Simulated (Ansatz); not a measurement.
TiC (rock salt, Fm-3m) under volume change, the program Ansatz at the PBE level (PAW), scaled uniformly.

| V (Å³/atom) | E − E(relaxed) (meV/atom) | P (GPa) |
|---|---|---|
| 9.254 | ___ | ___ |
| 9.559 | 31.7 | 17.52 |
| 9.864 | 7.5 | 8.09 |
| 10.169 | 0.0 | -0.01 |
| 10.474 | 6.8 | -6.98 |
| 10.779 | ___ | ___ |
| 11.084 | 55.7 | -18.14 |

**Question.** Some entries are withheld; supply them.

**Answer.** 
- 10.779, E − E(relaxed) (meV/atom): 26.0
- 10.779, P (GPa): -12.98
- 9.254, E − E(relaxed) (meV/atom): 75.2
- 9.254, P (GPa): 28.48

**Question.** What does a third-order Birch–Murnaghan fit give for V₀, B₀ and B′?

**Answer.** V₀ = 10.17 Å³/atom, B₀ = 250 GPa, B′ = 4.0.

The cell was relaxed with PBE under the symmetry of its start. The run is not spin-polarised.

Potentials: the later of the program's two PAW sets.
